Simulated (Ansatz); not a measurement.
A geometry of InSe away from equilibrium: the start of the relaxation of a relaxed InSe cell, doubled along one cell vector, shaken by Gaussian noise of σ = 0.08 Å a coordinate. All values below come from PBE (plane waves to 420 eV, PAW, scalar-relativistic; Ansatz, a first-principles code). Γ-centred k-mesh 5×5×3 on the run's cell (coarser than for final values), Fermi–Dirac smearing 0.05 eV.

```xyz
12
Lattice="-2.5912 2.5912 6.5973 2.5912 -2.5912 6.5973 5.1823 5.1823 -13.1945" Properties=species:S:1:pos:R:3 pbc="T T T"
In    -0.0815    -0.0628     4.4342
In     2.6958     2.5952    -2.2345
In    -0.1296    -0.0192     7.4991
In     2.6160     2.6201     0.8470
In     0.0743    -0.0187     0.8533
In     2.6283     2.5119    -5.8763
Se     2.4932    -0.0451     1.8722
Se     5.1784     2.6000    -4.7424
Se     0.2748     2.6233     1.8770
Se     2.6698     5.2741    -4.6672
Se     0.0617    -0.0883    11.2351
Se     2.5972     2.5054     4.9239
```

### Question
Which atoms carry the largest force, and which way does it point?

### Answer
1.82 eV/Å, on In5 (atoms numbered as listed); on In5 its components are (-0.65, 0.41, -1.66).

### Question
What is the pressure?

### Answer
+1.0 GPa, compression positive.

### Question
How much energy per atom can still be gained by relaxing?

### Answer
0.25 eV/atom; the path ends in P1 (No. 1).

No spin polarisation in the result.

The end of the path is a generated cell of InSe: the first start was made by a random draw of sites in a space group, and the end was not matched to a known phase here, so it may be hypothetical. Known forms of InSe include space group No. 194.
